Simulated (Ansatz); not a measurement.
Consider the following.

Cs$_{2}$ZrF$_{6}$ (space group P-3m1)

```xyz
9
Lattice="6.3526 0.0000 0.0000 -3.1763 5.5015 0.0000 0.0000 0.0000 4.9972" Properties=species:S:1:pos:R:3 pbc="T T T"
Cs     3.1763     1.8338     1.5173
Cs     0.0000     3.6677     3.4799
Zr     0.0000     0.0000     0.0000
F      4.8967     0.8405     3.8880
F     -1.7204     4.6610     1.1092
F      3.1763     3.8204     3.8880
F      0.0000     1.6811     1.1092
F      1.4559     0.8405     3.8880
F      1.7204     4.6610     1.1092
```

The volume is varied about the relaxed value V₀ at fixed cell shape. The atoms relax within the cell's symmetry.

Calculation: PBEsol (plane waves to 420 eV, PAW, scalar-relativistic; Ansatz, a first-principles code). k mesh 6×6×7 (Γ-centred), Fermi-Dirac smearing 0.05 eV. Energies are smeared free energies. Stress and pressure are positive under compression. With the shape held, the modulus is that of even scaling; a crystal free to change shape is softer. Cs2ZrF6 is run without spin polarisation. Cs2ZrF6 was relaxed with its symmetry unable to fall. The zero of ΔE is the relaxed starting cell.

The scan covers V/V₀ from 0.840 to 1.160 in 9 points.

### Question
What pressure does the cell carry at V/V₀ = 0.840?

### Answer
6.85 GPa.

### Question
What is ΔE at V/V₀ = 1.160?

### Answer
24.5 meV/atom.

### Question
What is ΔE at V/V₀ = 0.840?

### Answer
53.9 meV/atom.

(Under strain, the slope of the energy per volume gives the stress and its curvature an elastic modulus.)
